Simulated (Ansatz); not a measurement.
## How far is PAW off for TiAl?

```xyz
2
Lattice="2.8278 0.0000 0.0000 0.0000 2.8278 0.0000 0.0000 0.0000 4.0455" Properties=species:S:1:pos:R:3 pbc="T T T"
Ti    0.0000    0.0000    0.0000
Al    1.4139    1.4139    2.0228
```

Atom numbers follow the list: Ti1, Al2.

The geometry is COD entry 1532769, unchecked; take it as a test cell. The listed cell was then made from it by scaling, straining or moving an atom.

Spin polarisation is left out, and whether a magnetic state lies lower isn't shown here.

Levels of theory: DFT, PBEsol, PAW with Ansatz's default frozen-core files, scalar-relativistic (Ansatz 0.2.0); DFT, PBEsol, all-electron LAPW, scalar-relativistic (Ansatz 0.2.0).

For PAW: a Γ-centred 12×12×8 k mesh, Fermi–Dirac smearing of 0.05 eV, cutoff 420 eV, no spin polarisation; the PAW files were made with PBE, and the program remakes their frozen cores for this functional. LAPW targets a basis error of 1 meV/atom. The Ansatz runs share mesh, smearing and spin set-up. Plane-wave (PAW) pressures include the program's estimate of the Pulay term.

Stress and pressure are positive in compression.

The change that made this cell: volume scaled by 0.99.

PAW results:

```
       quantity    PAW
 pressure (GPa)  -2.87
stress xx (GPa)  -3.05
stress zz (GPa)  -2.51
```

Task: What does full-potential LAPW give for the same quantities?

Result: 
| quantity | LAPW |
| --- | --- |
| pressure (GPa) | -2.90 |
| stress xx (GPa) | -3.09 |
| stress zz (GPa) | -2.54 |
